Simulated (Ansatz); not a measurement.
FeCo3:
```yaml
crystal:
  lattice:
    - [2.47241, 0.00000, 0.00000]
    - [0.00000, 2.47241, 0.00000]
    - [0.00000, 0.00000, 7.25114]
  atoms:
    - { symbol: Fe, position: [0.00000, 0.00000, 0.00000] }
    - { symbol: Co, position: [0.50000, 0.50000, 0.73914] }
    - { symbol: Co, position: [0.50000, 0.50000, 0.26086] }
    - { symbol: Co, position: [0.00000, 0.00000, 0.50000] }
```
The run is spin-polarised; directions of the spins, atom by atom: ↑ ↑ ↑ ↑.

Relaxed with r²SCAN. Special points in fractions of this cell's reciprocal vectors: Γ (0.000, 0.000, 0.000); X (0.000, 0.500, 0.000); M (0.500, 0.500, 0.000); Z (0.000, 0.000, 0.500); R (0.000, 0.500, 0.500); A (0.500, 0.500, 0.500).

### Question
List the band energies nearest the Fermi level at these points for the program Ansatz at the r²SCAN level (PAW).

### Answer
In eV from the Fermi level; about four levels below and three above (degenerate sets whole), none deeper than 8.9 eV; … stands for higher levels left out; points with the same levels are listed once.

| k | below | above |
|---|---|---|
| Γ ↑ | -2.09 -1.83 -1.27 -1.27 | 1.73 8.56 … |
| X ↑ | -1.61 -1.61 -1.48 -0.68 -0.53 | 0.47 0.67 5.70 |
| M ↑ | -1.24 -1.24 -1.21 -0.69 | 2.53 2.53 7.72 7.72 |
| Z ↑ | -1.60 -1.60 -1.28 -0.86 | 12.20 12.97 … |
| R ↑ | -1.97 -1.93 -1.89 -1.81 | 0.16 0.20 0.24 |
| A ↑ | -1.24 -1.24 -1.21 -0.69 | 4.14 4.14 4.58 4.58 |
| Γ ↓ | -0.53 -0.22 -0.22 0.00 | 0.47 0.47 0.97 |
| X ↓ | -1.05 -0.88 -0.80 -0.65 | 0.06 0.36 0.78 |
| M ↓ | -2.46 -2.46 -1.92 -1.92 | 0.58 1.04 1.16 1.16 |
| Z ↓ | -1.11 -1.11 -0.54 -0.47 -0.47 | 0.37 0.55 0.72 |
| R ↓ | -0.80 -0.74 -0.72 -0.18 | 0.11 1.03 1.14 |
| A ↓ | -0.63 -0.63 -0.29 -0.29 | 1.16 1.16 1.26 |

Space group P4/mmm. The first step of the workflow began from a Materials Project structure, measured or hypothetical; the Crystallography Open Database copy checked does not list it. Its standing as an ambient phase is unchecked. The r²SCAN relaxation kept the symmetry of its start; whether a distortion lowers the energy is not shown. The final state is ferromagnetic, chosen from 4 collinear starts compared on coarse meshes (ties went to the first, and starts can fall back to one state), not a proven ground state. Other orbital occupations within this spin state were not tried.

Potentials: the later of the program's two PAW sets.
